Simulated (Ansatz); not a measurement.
BN in space group P6_3mc (No. 186; Pearson symbol hP12), PBE (plane waves, PAW; program Ansatz). The conduction-band minimum lies at M, with 3 equivalent valleys. Second derivatives d²E/dk² of the lowest band at one valley (eV·Å²), along Cartesian directions:

```json
[
 {"direction": "[100]", "d²E/dk²": "22.16"},
 {"direction": "[010]", "d²E/dk²": "8.222"},
 {"direction": "[001]", "d²E/dk²": "3.932"},
 {"direction": "[110]", "d²E/dk²": "15.20"},
 {"direction": "[101]", "d²E/dk²": "13.05"},
 {"direction": "[011]", "d²E/dk²": "6.076"}
]
```

### Question
Find the principal effective masses, the density-of-states mass and the conductivity mass.

### Answer
Off-diagonal terms follow from H_xy = H[110] − (H_xx + H_yy)/2, and m*/mₑ = 7.620 eV·Å² over each eigenvalue: 0.34, 0.93, 1.9. One valley's DOS mass (m₁m₂m₃)^(1/3) = 0.85, conductivity mass 3/(Σ 1/mᵢ) = 0.67 mₑ.

### Question
What effective density of states Nc follows at 300 K for parabolic valleys?

### Answer
Nc = 2.509e19 × 3 × (0.85)^(3/2) ≈ 5.9e19 cm⁻³.

### Question
With the computed static dielectric constant 6.95 (mean of the diagonal), estimate a hydrogenic donor's binding energy and radius.

### Answer
E = 13.606 eV × 0.67/6.95² ≈ 190 meV; a = 0.529 Å × ε/m* ≈ 5.5 Å. Semilocal masses tend to be too small when the gap is underestimated.

A made-up cell: these elements were put on the sites of a structure type. Its sites differ from those of the usual phase in this space group: another stacking or structure type. Symmetry was held in the PBE relaxation; its stability against distortions is not shown here.

Potentials: the later of the program's two PAW sets.
